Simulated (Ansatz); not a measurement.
HfC in space group P6_3/mmc (No. 194; Hf on 2d, C on 2c), PBE (plane waves, PAW; program Ansatz), all energies at zero smearing, with the estimated change up to a 700 eV cutoff added, with one set of potentials and settings (totals compare only within such a set). Cell of 4 atoms (2 Hf, 2 C): -31947.239 eV.

```json
[
 {"element": "Hf", "reference phase": "P6_3/mmc, 2 atoms in the cell", "E (eV/atom)": "-15721.3637"},
 {"element": "C", "reference phase": "P6_3/mmc, 4 atoms in the cell", "E (eV/atom)": "-250.9479"}
]
```

Formation energy per atom, worked out: (-31947.239 − 2×(-15721.3637) − 2×(-250.9479))/4 = -0.654 eV/atom (-63 kJ per mol of atoms), at 0 K, without zero-point energy or fitted corrections.

The start of the workflow was typed in or built on a structure type; the Crystallography Open Database copy checked does not list it. It is not the phase usual at ambient conditions (space group No. 225). Symmetry was held in the PBE relaxation; its stability against distortions is not shown here. No spin polarisation was allowed. The references are the lowest solids computed at this level, not always the standard phases. Scalar-relativistic: spin–orbit coupling is off unless named, which matters more the heavier the elements.

Potentials: the later of the program's two PAW sets.
